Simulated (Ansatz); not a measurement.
ScF$_{3}$ (Pm-3m), tetragonal deformation path

These are results of Ansatz 0.2.0, DFT r2SCAN, scalar-relativistic, plane waves, PAW, not measurements. Cutoff 500 eV, Γ-centred 6×6×6 k-points, Gaussian smearing of 0.05 eV. No spin polarisation. Energies are free energies at this smearing, counted from the undisturbed cell; pressure is positive in compression.

The starting cell (as given, not relaxed at this level; it stands at 1.4 GPa):

```yaml
crystal:
  lattice:
    - [4.01245, 0.00000, 0.00000]
    - [0.00000, 4.01245, 0.00000]
    - [0.00000, 0.00000, 4.01245]
  atoms:
    - { symbol: Sc, position: [0.00000, 0.00000, 0.00000] }
    - { symbol: F, position: [0.50000, 0.00000, 0.00000] }
    - { symbol: F, position: [0.00000, 0.50000, 0.00000] }
    - { symbol: F, position: [0.00000, 0.00000, 0.50000] }
```

At fixed volume and fractional coordinates, lengths along (0.000, 0.000, 1.000) are scaled against those across it; ρ is that ratio over its starting value.

| ρ | ΔE (meV/atom) |
| --- | --- |
| 0.650 | 2565.7 |
| 0.707 | 1488.4 |
| 0.780 | 674.4 |
| 0.850 | 260.6 |
| 0.920 | 63.1 |
| 0.960 | 14.5 |
| 1.000 | 0.0 |
| 1.050 | 19.3 |
| 1.100 | 71.5 |
| 1.200 | 250.4 |
| 1.300 | 505.7 |
| 1.414 | 871.2 |
| 1.500 | 1193.1 |

(1) Predict the pressure (GPa) at each point.

Results:

(1)
| ρ | pressure (GPa) |
| --- | --- |
| 0.650 | 54.6 |
| 0.707 | 34.0 |
| 0.780 | 17.0 |
| 0.850 | 7.7 |
| 0.920 | 2.9 |
| 0.960 | 1.7 |
| 1.000 | 1.4 |
| 1.050 | 1.9 |
| 1.100 | 3.2 |
| 1.200 | 8.0 |
| 1.300 | 14.7 |
| 1.414 | 24.2 |
| 1.500 | 32.3 |